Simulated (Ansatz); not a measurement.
Generalised stacking fault of NaF (rock salt) on the {110} plane. The cell below holds the perfect crystal with the plane normal along z; tilting its third vector by the shift puts one fault into each cell, between planes 1.66 Å apart, at fixed cell height.

```
NaF
1.0
    3.32451     0.00000     0.00000
    0.00000     4.70157     0.00000
    1.66225     2.35078     4.98676
F Na
3 3
Cartesian
  1.38521   1.95899   4.15564
  1.38521   1.95899   0.83113
  3.04747   4.30977   2.49338
  1.38521   4.30977   4.15564
  1.38521   4.30977   0.83113
  3.04747   1.95899   2.49338
```

In-plane vectors a = (3.325, 0.000) Å, b = (0.000, 4.702) Å, area 15.63 Å². The shift is s times the vector b (length 4.702 Å), so s = 1 restores the start. Atoms relax along the normal only. γ = [E(shift) − E(0)] / area.

The numbers are results of PBE (plane waves to 420 eV, PAW, scalar-relativistic; Ansatz, a quantum-chemistry and plane-wave program), not measurements. k mesh 9×9×9 (Γ-centred), Fermi-Dirac smearing 0.05 eV. Energies are extrapolated to zero smearing. Some relaxations began with atoms very close together and may have settled on another branch. Faults lie only 5.0 Å apart, and holding the cell height raises γ above its relaxed value. NaF was relaxed with its symmetry unable to fall. The relaxed volume of NaF is well above the measured one; the method has no dispersion term. γ is measured from zero shift.

The scan covers s from 0.000 to 0.917 in 12 points.

Problem. Does γ have a local minimum between the ends of the line, and at which s?

Solution. No computed point is one.

Problem. At which s is γ highest?

Solution. s = 0.500.

Problem. What is the highest γ among twelve even steps of s?

Solution. 2.47 J/m².

(The slope of γ gives the shear force per area between the displaced halves; near zero shift its curvature is an elastic stiffness.)
